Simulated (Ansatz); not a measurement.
The relaxed structure here is a generated cell of TaAs: the first start was made by placing the elements on the sites of a structure type, and the end was not matched to a known phase here, so it may be hypothetical. Known forms of TaAs include space group No. 109.

One starting cell of TaAs (a generated cell, TaAs built in the WC structure type) was relaxed twice with Ansatz (plane waves, PAW, scalar-relativistic): with PBEsol at 420 eV and with PBE at 420 eV. The PBEsol result:

Space group P-6m2 (No. 187); a = 3.3704 Å, b = 3.3704 Å, c = 3.4566 Å, α = 90.00°, β = 90.00°, γ = 120.00°

```csv
atom,site,symmetry,x,y,z
Ta,1a,-6m2,0.0000,0.0000,0.0000
As,1f,-6m2,0.6667,0.3333,0.5000
```

```tsv
quantity	PBEsol	PBE
space group	P-6m2	P-6m2
volume (Å³/atom)	17.00	?
a (Å)	3.370	?
c (Å)	3.457	?
gap (eV, no spin-orbit coupling)	0.00	?
highest phonon at the sampled q (cm⁻¹)	270	?
softest mode (cm⁻¹)	no imaginary mode	?
```

Q: Fill in the PBE column.

A: 
- volume (Å³/atom), PBE: 17.58
- a (Å), PBE: 3.414
- c (Å), PBE: 3.484
- gap (eV, no spin-orbit coupling), PBE: 0.00
- highest phonon at the sampled q (cm⁻¹), PBE: 260
- softest mode (cm⁻¹), PBE: no imaginary mode

Both levels end in the same structure; PBE's volume is 3.4 % larger. Neither column is exact.

No spin polarisation in the result.

The run could not lose the symmetry of its start, so the end can be a saddle point.

All atoms sit on sites fixed by symmetry, so only the cell could relax.

Ansatz is a first-principles code.
